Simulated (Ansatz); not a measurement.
The relaxed structure here is a generated cell of ZrS2: the first start was made by placing the elements on the sites of a structure type, and the end was not matched to a known phase here, so it may be hypothetical. Known forms of ZrS2 include space group No. 164.

A relaxed cell of ZrS2 (P6/mmm (No. 191)), relaxed on a k-mesh at least as fine as the one used below. All values below come from PBEsol (plane waves to 420 eV, PAW, scalar-relativistic; Ansatz, a first-principles code). Γ-centred k-mesh 9×9×6 on the run's cell (coarser than for final values), Fermi–Dirac smearing 0.05 eV.

```
CELL_PARAMETERS angstrom
      4.31654     0.00000     0.00000
     -2.15827     3.73823     0.00000
      0.00000     0.00000     6.12428
ATOMIC_POSITIONS crystal
  Zr 0.00000 0.00000 0.00000
  Zr 0.00000 0.00000 0.50000
  S  0.33333 0.66667 0.25000
  S  0.33333 0.66667 0.75000
  S  0.66667 0.33333 0.25000
  S  0.66667 0.33333 0.75000
```

The atoms are displaced along an unstable phonon of this cell by (Å):

```
atom     ux      uy     uz
----  -----  ------  -----
Zr1   0.000   0.000  0.000
Zr2   0.000   0.000  0.000
S3    0.000  -0.150  0.000
S4    0.000   0.150  0.000
S5    0.000  -0.150  0.000
S6    0.000   0.150  0.000
```

What forces (eV/Å) and pressure result?


```tsv
atom	Fx	Fy	Fz
Zr1	0.00	0.00	0.00
Zr2	0.00	0.00	0.00
S3	0.00	-0.33	0.00
S4	0.00	0.51	0.00
S5	0.00	-0.51	0.00
S6	0.00	0.33	0.00
```

Pressure +0.3 GPa.

Estimate the energy cost of the displacement in the harmonic approximation and compare with the calculation.

For a harmonic well ΔE = −½ Σ F·u = -0.126 eV a cell, or -21 meV/atom. The calculated energy relative to the undisplaced cell is -0.03 eV/atom, so the harmonic estimate holds well.

The undisplaced cell is probably no minimum: from this displacement the run went on to Cmmm (No. 65), 0.65 eV/atom below it.

No spin polarisation in the result.
